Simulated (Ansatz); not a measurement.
A plane-wave DFT run in Ansatz 0.2.0 (scalar-relativistic PAW potentials unless the input names others): input and command.

```yaml
crystal:
  lattice:
    - [3.858182245, 0.0, 0.0]
    - [0.0, 3.858182245, 0.0]
    - [0.0, 0.0, 8.44058983]
  atoms:
    - { symbol: K, position: [0.0, 0.0, 0.0] }
    - { symbol: K, position: [0.0, 0.0, 0.5] }
    - { symbol: Rh, position: [0.5, 0.5, 0.73713687], spin: 1.0 }
    - { symbol: Rh, position: [0.5, 0.5, 0.26286313], spin: 1.0 }
    - { symbol: O, position: [0.0, 0.5, 0.76780642], spin: 1.0 }
    - { symbol: O, position: [0.0, 0.5, 0.23219358], spin: 1.0 }
    - { symbol: O, position: [0.5, 0.5, 0.5] }
    - { symbol: O, position: [0.5, 0.0, 0.76780642], spin: 1.0 }
    - { symbol: O, position: [0.5, 0.0, 0.23219358], spin: 1.0 }
basis:
  ecutwfc: "520 ev"
kpoints:
  mp_grid: { grid: [10, 10, 4] }
hamiltonian:
  xc: pbesol
scf:
  occupations: { method: gaussian, width: 0.1 }
  max_iter: 80
output:
  forces: true
  eigenvalues: true
  stress: true
magnetization:
  spin_polarized: true
```

```bash
ansatz run input.yaml --threads 2 --pin off --max-ram 3584MiB --backend cpu --events-out ev --progress --plain --runs-dir out
```

**Question.** What is wrong with this input?

**Answer.** The program refuses it, because of a cutoff in the wrong unit (basis.ecutwfc: 420 → "520 ev"). With the sound run's settings it is accepted.

Abridged log:
```
Error: YAML parse error: error: line 17 column 12: unknown unit factor `ev` — a unit is read by its exact case: `eV` is a unit here, `ev` is not
  --> <input>:17:12
   |
15 |     - { symbol: O, position: [0.5, 0.0, 0.23219358], spin: 1.0 }
16 | basis:
17 |   ecutwfc: "520 ev"
   |            ^ unknown unit factor `ev` — a unit is read by its exact case: `eV` is a unit here, `ev` is not
18 | kpoints:
19 |   mp_grid: { grid: [10, 10, 4] }
   |
```